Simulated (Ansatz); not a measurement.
Start of a relaxation of K2MnOsC6N6:

```
K Mn Os C N
1.0
     0.00000    5.09600    5.09600
     5.09600    0.00000    5.09600
     5.09600    5.09600    0.00000
K Mn Os C N
2 1 1 6 6
Direct
  0.25000 0.25000 0.25000
  0.75000 0.75000 0.75000
  0.50000 0.50000 0.50000
  0.00000 0.00000 0.00000
  0.81397 0.18603 0.18603
  0.18603 0.81397 0.18603
  0.18603 0.18603 0.81397
  0.18603 0.81397 0.81397
  0.81397 0.18603 0.81397
  0.81397 0.81397 0.18603
  0.69918 0.30082 0.30082
  0.30082 0.69918 0.30082
  0.30082 0.30082 0.69918
  0.30082 0.69918 0.69918
  0.69918 0.30082 0.69918
  0.69918 0.69918 0.30082
```

The calculation used Ansatz 0.2.0, DFT PBE, scalar-relativistic, plane waves, PAW. Cutoff 420 eV, Gaussian smearing, Γ-centred meshes. Cell and atoms relax first on a coarse mesh and then on a finer one. In between, the cell is made exact in the group found at 0.06 Å. In metals the finer mesh still leaves noise of several meV/atom or more. The steps can't lower the symmetry of their start. Collinear spin, starting moments Mn 4.0; Os 1.0 μB.

A guess keeps its type if space group and coordination stay and the shape of the cell changes little (axis ratios within about 15 %, angles within 6°); the volume may change.

Problem. Will the relaxed cell still be of the starting type?

Solution. It keeps its type. The symmetry stays Fm-3m (No. 225). The volume per atom grows by 2.2 %, from 16.5 to 16.9 Å³. The shortest distance goes from 1.17 Å (C–N) to 1.18 Å (C–N). Counting neighbours within 15 % of an atom's shortest distance, the start has C 1, K 24, Mn 6, N 1, Os 6 and the end C 1, K 24, Mn 6, N 1, Os 6.

The zero of energy is the elements' standard structures at the same level (N₂ as a molecule); no fitted shifts are applied.

Problem. At what energy does it end?

Solution. −0.12 eV/atom. Whether it is stable depends on the other phases of the system, which aren't compared here.

The last run used collinear spin, a 6×6×6 mesh for its 16-atom cell and Gaussian smearing of 0.10 eV. These runs have no spin–orbit coupling, which can matter for Os. The reference form of C is held partly by dispersion forces, which this level lacks. Another magnetic order may lie lower. A structure relaxed within its symmetry needn't be a true minimum.
